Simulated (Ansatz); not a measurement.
The relaxed structure here is a generated cell of SnSe: the first start was made by placing the elements on the sites of a structure type, and the end was not matched to a known phase here, so it may be hypothetical. Known forms of SnSe include space group No. 62.

One stationary structure of SnSe. Space group P6₃mc (No. 186). Level of theory: PBEsol (plane waves to 420 eV, PAW, scalar-relativistic; Ansatz, a first-principles code).

Space group P6₃mc (No. 186); a = 5.0223 Å, b = 5.0223 Å, c = 11.7691 Å, α = 90.00°, β = 90.00°, γ = 120.00°

```
atom  site  symmetry       x       y       z
----  ----  --------  ------  ------  ------
Sn      2a       3m.  0.0000  0.0000  0.0268
Sn      2b       3m.  0.3333  0.6667  0.2751
Se      2a       3m.  0.0000  0.0000  0.2849
Se      2b       3m.  0.3333  0.6667  0.0388
```

Q: Predict the band gap from PBEsol.

A: 0.37 eV, indirect (valence top at K, conduction bottom at 57 % of the way from K to Γ) (no spin-orbit coupling).

Q: Give the smallest direct gap at the level PBEsol.

A: 0.60 eV at K.

No spin polarisation in the result.

The run could not lose the symmetry of its start: the end is stationary, and may be a saddle point rather than a minimum.
